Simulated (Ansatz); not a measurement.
Relaxed SiC (wurtzite):

```
CELL_PARAMETERS angstrom
      3.07531     0.00000     0.00000
     -1.53765     2.66329     0.00000
      0.00000     0.00000     5.04816
ATOMIC_POSITIONS crystal
  Si 0.66667 0.33333 0.00050
  Si 0.33333 0.66667 0.50050
  C  0.66667 0.33333 0.62470
  C  0.33333 0.66667 0.12470
```

In each cell atom 4 (C, nearest neighbour Si at 1.883 Å; its periodic images, 3.1 Å or more away, move with it) moves by s·(-0.817, -0.471, -0.333) (towards the nearest neighbour), the rest being held.

Level of theory: r2SCAN (plane waves to 500 eV, PAW, scalar-relativistic; Ansatz, a quantum-chemistry and plane-wave program). k mesh 10×10×5 (Γ-centred), Fermi-Dirac smearing 0.05 eV. E stands for the smeared free energy. Left out: 1 of 11 points, with atoms too close for the PAW data. SiC was relaxed with its symmetry unable to fall. The zero of ΔE is the undisplaced structure.

```csv
s (Å),ΔE (meV/cell)
-0.560,withheld
-0.448,1111
-0.336,731
-0.224,380
-0.112,111
0.000,0
0.112,150
0.224,696
0.336,1836
0.448,3864
```

Fit a polynomial form (powers 2, 3, 4) to the given rows and predict ΔE at s = -0.560.

Least squares on the 9 given rows: ΔE = (10100)·s² + (15180)·s³ + (11410)·s⁴, in meV/cell with s in Å; root-mean-square residual 13.8 meV/cell. At -0.560 the fit gives 1624 meV/cell; the calculation gives 1481 meV/cell, so the extrapolation is off by 143 (+9.7 %). The quadratic term alone would give 3167 meV/cell.

(A displaced cell: forces are minus the slopes of the energy, force constants its curvatures, and phonons follow from these.)
